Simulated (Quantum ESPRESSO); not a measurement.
## Si4O6FN (one run as intended and one with a planted mistake)

A calculation, not a measurement. The program is pw.x of Quantum ESPRESSO 7.5 (plane-wave density functional theory). The cell is made up: 12 atoms on a rutile lattice, with randomly drawn elements, strain and displacements, not relaxed. PseudoDojo standard norm-conserving files (v0.5 for PBE, v0.4.1 for LDA and PBEsol) set the functional; there is no spin polarisation, spin-orbit coupling or dispersion term, and the masses in the input are unused placeholders.

Intended input:

```
&control calculation='scf', pseudo_dir='./dojo.nc.sr.pbe.v0_5.standard.upf', outdir='./o', disk_io='low', tprnfor=.true., tstress=.true. /
&system ibrav=0, nat=12, ntyp=4, nbnd=38, ecutwfc=84.00895049, nosym=.true., tot_charge=0,
 occupations='smearing', smearing='fd', degauss=0.0018374661
/
&electrons conv_thr=7.350e-09, electron_maxstep=60, /
ATOMIC_SPECIES
F 1.0 F.upf
N 1.0 N.upf
O 1.0 O.upf
Si 1.0 Si.upf
CELL_PARAMETERS angstrom
4.2781 -0.0287 -0.0523
-0.0287 4.3094 0.0354
-0.0666 0.045 5.4682
ATOMIC_POSITIONS angstrom
Si 0.151 0.1018 -0.1124
Si 2.1403 2.0473 1.3093
Si -0.0845 0.0527 2.5281
Si 2.0552 2.1026 4.1543
O 1.3587 1.3222 -0.0723
F 2.9561 3.0862 0.0069
O 3.5214 0.838 1.3405
N 0.8163 3.5073 1.3433
O 1.1582 1.2146 2.711
O 2.9371 2.8304 2.7454
O 3.3895 0.9518 4.1305
O 0.7427 3.5385 4.1692
K_POINTS automatic
5 5 4 1 1 1
```

The log is shortened where brackets say so; the opening notice, blank lines, dates and the lines on written files are dropped, and the path of the files is cut. It prints rydbergs, bohrs and kilobars, and counts compression as positive stress. Where no state is partly filled, the Fermi energy that it prints is only some level between the filled and the empty states on the mesh, and need not lie in the true gap.

Log of the intended run:

```
     Program PWSCF v.7.5
     Parallel version (MPI & OpenMP), running on       4 processor cores
     Number of MPI processes:                 4
     Threads/MPI process:                     1
     [start-up lines left out]
     bravais-lattice index     =            0
     lattice parameter (alat)  =       8.0852  a.u.
     unit-cell volume          =     680.1362 (a.u.)^3
     number of atoms/cell      =           12
     number of atomic types    =            4
     number of electrons       =        64.00
     number of Kohn-Sham states=           38
     kinetic-energy cutoff     =      84.0090  Ry
     charge density cutoff     =     336.0358  Ry
     scf convergence threshold =      7.3E-09
     mixing beta               =       0.7000
     number of iterations used =            8  plain     mixing
     Exchange-correlation= PBE
                           (   1   4   3   4   0   0   0)
     [axes and pseudopotential details left out]
   Cartesian axes
     site n.     atom                  positions (alat units)
         1        Si     tau(   1) = (   0.0352926   0.0237933  -0.0262708  )
         2        Si     tau(   2) = (   0.5002436   0.4785070   0.3060173  )
         3        Si     tau(   3) = (  -0.0197498   0.0123174   0.5908825  )
         4        Si     tau(   4) = (   0.4803535   0.4914321   0.9709675  )
         5        O      tau(   5) = (   0.3175634   0.3090324  -0.0168984  )
         6        F      tau(   6) = (   0.6909171   0.7213249   0.0016127  )
         7        O      tau(   7) = (   0.8230424   0.1958623   0.3133096  )
         8        N      tau(   8) = (   0.1907905   0.8197469   0.3139640  )
         9        O      tau(   9) = (   0.2707013   0.2838835   0.6336309  )
        10        O      tau(  10) = (   0.6864763   0.6615378   0.6416711  )
        11        O      tau(  11) = (   0.7922139   0.2224603   0.9654048  )
        12        O      tau(  12) = (   0.1735882   0.8270391   0.9744500  )
     number of k points=    50  Fermi-Dirac smearing, width (Ry)=  0.0018
                       cart. coord. in units 2pi/alat
        k(    1) = (   0.1018758   0.0991549   0.0982293), wk =   0.0400000
        k(    2) = (   0.1042569   0.0975636   0.2938804), wk =   0.0400000
     [further k points left out]
     Dense  grid:    70765 G-vectors     FFT dimensions: (  48,  48,  64)
     Estimated max dynamical RAM per process >     167.66 MB
     Estimated total dynamical RAM >     618.81 MB
     Initial potential from superposition of free atoms
     starting charge      63.9975, renormalised to      64.0000
     Starting wfcs are   48 randomized atomic wfcs
     total cpu time spent up to now is        7.7 secs
     per-process dynamical memory:   134.9 Mb
     Self-consistent Calculation
     iteration #  1     ecut=    84.01 Ry     beta= 0.70
     Davidson diagonalization with overlap
     ethr =  1.00E-02,  avg # of iterations =  2.9
     total cpu time spent up to now is       22.1 secs
     total energy              =    -301.85570811 Ry
     estimated scf accuracy    <       2.73341282 Ry
     iteration #  2     ecut=    84.01 Ry     beta= 0.70
     Davidson diagonalization with overlap
     ethr =  4.27E-03,  avg # of iterations =  3.0
     total cpu time spent up to now is       36.3 secs
     total energy              =    -302.56886610 Ry
     estimated scf accuracy    <       2.03329832 Ry
     [iterations 3 to 9 left out]
     iteration # 10     ecut=    84.01 Ry     beta= 0.70
     Davidson diagonalization with overlap
     ethr =  2.46E-09,  avg # of iterations =  2.0
     total cpu time spent up to now is      134.1 secs
     total energy              =    -302.99145761 Ry
     estimated scf accuracy    <       0.00000023 Ry
     iteration # 11     ecut=    84.01 Ry     beta= 0.70
     Davidson diagonalization with overlap
     ethr =  3.56E-10,  avg # of iterations =  2.1
     total cpu time spent up to now is      146.2 secs
     End of self-consistent calculation
     [lines on levels left out]
     the Fermi energy is    12.5603 ev
!    total energy              =    -302.99145766 Ry
     estimated scf accuracy    <          7.1E-09 Ry
     smearing contrib. (-TS)   =       0.00000000 Ry
     internal energy E=F+TS    =    -302.99145766 Ry
     The total energy is F=E-TS. E is the sum of the following terms:
     one-electron contribution =     -42.03424316 Ry
     hartree contribution      =      68.54282047 Ry
     xc contribution           =     -81.36371587 Ry
     ewald contribution        =    -248.13631911 Ry
     convergence has been achieved in  11 iterations
     Forces acting on atoms (cartesian axes, Ry/au):
     atom    1 type  4   force =     0.06036734   -0.06734442    0.09560266
     atom    2 type  4   force =    -0.12562969    0.07577396    0.21450172
     atom    3 type  4   force =     0.15795478   -0.19588197    0.17478478
     atom    4 type  4   force =    -0.02757004    0.04431828   -0.26291247
     atom    5 type  3   force =     0.03652987    0.03106104    0.04918882
     atom    6 type  1   force =    -0.03531290   -0.06573523   -0.03339879
     atom    7 type  3   force =    -0.19838089    0.14712918   -0.19556764
     atom    8 type  2   force =     0.01048599   -0.04600714   -0.06761738
     atom    9 type  3   force =     0.12510232    0.10891025    0.04661685
     atom   10 type  3   force =    -0.02000131    0.05246274    0.01252599
     atom   11 type  3   force =     0.00777668   -0.05356704    0.01814997
     atom   12 type  3   force =     0.00867785   -0.03111965   -0.05187451
     Total force =     0.638756     Total SCF correction =     0.000237
     Computing stress (Cartesian axis) and pressure
          total   stress  (Ry/bohr**3)                   (kbar)     P=       40.15
   0.00010944   0.00093840   0.00026973           16.10      138.04       39.68
   0.00093840   0.00009086  -0.00035646          138.04       13.37      -52.44
   0.00026973  -0.00035646   0.00061845           39.68      -52.44       90.98
     init_run     :      5.20s CPU      5.35s WALL (       1 calls)
     electrons    :    137.98s CPU    138.55s WALL (       1 calls)
     forces       :      2.57s CPU      2.60s WALL (       1 calls)
     stress       :      6.50s CPU      6.50s WALL (       1 calls)
     [timing details left out]
     PWSCF        :   2m34.60s CPU   2m35.43s WALL
     JOB DONE.
```

A second run has one planted mistake: the files are those of another functional. The input lines that differ, file-writing options aside:

```
- &control calculation='scf', pseudo_dir='./dojo.nc.sr.pbe.v0_5.standard.upf', outdir='./o', disk_io='low', tprnfor=.true., tstress=.true. /
+ &control calculation='scf', pseudo_dir='./dojo.nc.sr.pbesol.v0_4_1.standard.upf', outdir='./o', disk_io='low', tprnfor=.true., tstress=.true. /
```

Its log:

```
     Program PWSCF v.7.5
     Parallel version (MPI & OpenMP), running on       4 processor cores
     Number of MPI processes:                 4
     Threads/MPI process:                     1
     [start-up lines left out]
     bravais-lattice index     =            0
     lattice parameter (alat)  =       8.0852  a.u.
     unit-cell volume          =     680.1362 (a.u.)^3
     number of atoms/cell      =           12
     number of atomic types    =            4
     number of electrons       =        64.00
     number of Kohn-Sham states=           38
     kinetic-energy cutoff     =      84.0090  Ry
     charge density cutoff     =     336.0358  Ry
     scf convergence threshold =      7.3E-09
     mixing beta               =       0.7000
     number of iterations used =            8  plain     mixing
     Exchange-correlation= PBESOL
                           (   1   4  10   8   0   0   0)
     [axes and pseudopotential details left out]
   Cartesian axes
     site n.     atom                  positions (alat units)
         1        Si     tau(   1) = (   0.0352926   0.0237933  -0.0262708  )
         2        Si     tau(   2) = (   0.5002436   0.4785070   0.3060173  )
         3        Si     tau(   3) = (  -0.0197498   0.0123174   0.5908825  )
         4        Si     tau(   4) = (   0.4803535   0.4914321   0.9709675  )
         5        O      tau(   5) = (   0.3175634   0.3090324  -0.0168984  )
         6        F      tau(   6) = (   0.6909171   0.7213249   0.0016127  )
         7        O      tau(   7) = (   0.8230424   0.1958623   0.3133096  )
         8        N      tau(   8) = (   0.1907905   0.8197469   0.3139640  )
         9        O      tau(   9) = (   0.2707013   0.2838835   0.6336309  )
        10        O      tau(  10) = (   0.6864763   0.6615378   0.6416711  )
        11        O      tau(  11) = (   0.7922139   0.2224603   0.9654048  )
        12        O      tau(  12) = (   0.1735882   0.8270391   0.9744500  )
     number of k points=    50  Fermi-Dirac smearing, width (Ry)=  0.0018
                       cart. coord. in units 2pi/alat
        k(    1) = (   0.1018758   0.0991549   0.0982293), wk =   0.0400000
        k(    2) = (   0.1042569   0.0975636   0.2938804), wk =   0.0400000
     [further k points left out]
     Dense  grid:    70765 G-vectors     FFT dimensions: (  48,  48,  64)
     Estimated max dynamical RAM per process >     167.66 MB
     Estimated total dynamical RAM >     618.81 MB
     Initial potential from superposition of free atoms
     starting charge      63.9976, renormalised to      64.0000
     Starting wfcs are   48 randomized atomic wfcs
     total cpu time spent up to now is        7.8 secs
     per-process dynamical memory:   134.9 Mb
     Self-consistent Calculation
     iteration #  1     ecut=    84.01 Ry     beta= 0.70
     Davidson diagonalization with overlap
     ethr =  1.00E-02,  avg # of iterations =  2.9
     total cpu time spent up to now is       23.4 secs
     total energy              =    -301.14714061 Ry
     estimated scf accuracy    <       2.56692101 Ry
     iteration #  2     ecut=    84.01 Ry     beta= 0.70
     Davidson diagonalization with overlap
     ethr =  4.01E-03,  avg # of iterations =  3.0
     total cpu time spent up to now is       38.8 secs
     total energy              =    -301.81122100 Ry
     estimated scf accuracy    <       2.00969921 Ry
     [iterations 3 to 9 left out]
     iteration # 10     ecut=    84.01 Ry     beta= 0.70
     Davidson diagonalization with overlap
     ethr =  1.92E-09,  avg # of iterations =  2.0
     total cpu time spent up to now is      144.0 secs
     total energy              =    -302.22991631 Ry
     estimated scf accuracy    <       0.00000019 Ry
     iteration # 11     ecut=    84.01 Ry     beta= 0.70
     Davidson diagonalization with overlap
     ethr =  3.04E-10,  avg # of iterations =  2.0
     total cpu time spent up to now is      156.0 secs
     End of self-consistent calculation
     [lines on levels left out]
     the Fermi energy is    12.3703 ev
!    total energy              =    -302.22991636 Ry
     estimated scf accuracy    <          5.7E-09 Ry
     smearing contrib. (-TS)   =       0.00000000 Ry
     internal energy E=F+TS    =    -302.22991636 Ry
     The total energy is F=E-TS. E is the sum of the following terms:
     one-electron contribution =     -41.60862923 Ry
     hartree contribution      =      67.79598034 Ry
     xc contribution           =     -80.28094835 Ry
     ewald contribution        =    -248.13631911 Ry
     convergence has been achieved in  11 iterations
     Forces acting on atoms (cartesian axes, Ry/au):
     atom    1 type  4   force =     0.05904873   -0.06615776    0.09378456
     atom    2 type  4   force =    -0.12325835    0.07486538    0.21167214
     atom    3 type  4   force =     0.15610821   -0.19288252    0.17444959
     atom    4 type  4   force =    -0.02689874    0.04425276   -0.25968616
     atom    5 type  3   force =     0.03703568    0.03117563    0.04828366
     atom    6 type  1   force =    -0.03636878   -0.06690934   -0.03320848
     atom    7 type  3   force =    -0.19455952    0.14484666   -0.19375635
     atom    8 type  2   force =     0.00993261   -0.04471712   -0.06764718
     atom    9 type  3   force =     0.12355901    0.10776836    0.04595586
     atom   10 type  3   force =    -0.02050114    0.04965284    0.01246660
     atom   11 type  3   force =     0.00860533   -0.05300715    0.01827476
     atom   12 type  3   force =     0.00729694   -0.02888772   -0.05058902
     Total force =     0.630644     Total SCF correction =     0.000211
     Computing stress (Cartesian axis) and pressure
          total   stress  (Ry/bohr**3)                   (kbar)     P=      -23.64
  -0.00031951   0.00091589   0.00026550          -47.00      134.73       39.06
   0.00091589  -0.00033525  -0.00035333          134.73      -49.32      -51.98
   0.00026550  -0.00035333   0.00017274           39.06      -51.98       25.41
     init_run     :      5.14s CPU      5.29s WALL (       1 calls)
     electrons    :    147.60s CPU    148.24s WALL (       1 calls)
     forces       :      2.40s CPU      2.41s WALL (       1 calls)
     stress       :      8.18s CPU      8.19s WALL (       1 calls)
     [timing details left out]
     PWSCF        :   2m45.94s CPU   2m46.80s WALL
     JOB DONE.
```

```
                                            intended run  run with the mistake
                          free energy (eV)     -4122.409             -4112.047
                    smearing term -TS (eV)        0.0000                0.0000
                            pressure (GPa)          4.01                 -2.36
            largest force component (eV/Å)         6.760                 6.677
largest change of a force component (eV/Å)                               0.098
                                iterations            11                    11
```

For scale, a rerun of the intended cell at a cutoff of 1437 eV and k mesh 7 x 7 x 6 moved values by no more than 0.003 eV in energy, 0.04 GPa in stress and 0.002 eV/Å in force. Files of another functional have another zero of energy, so the energy change says nothing on stability.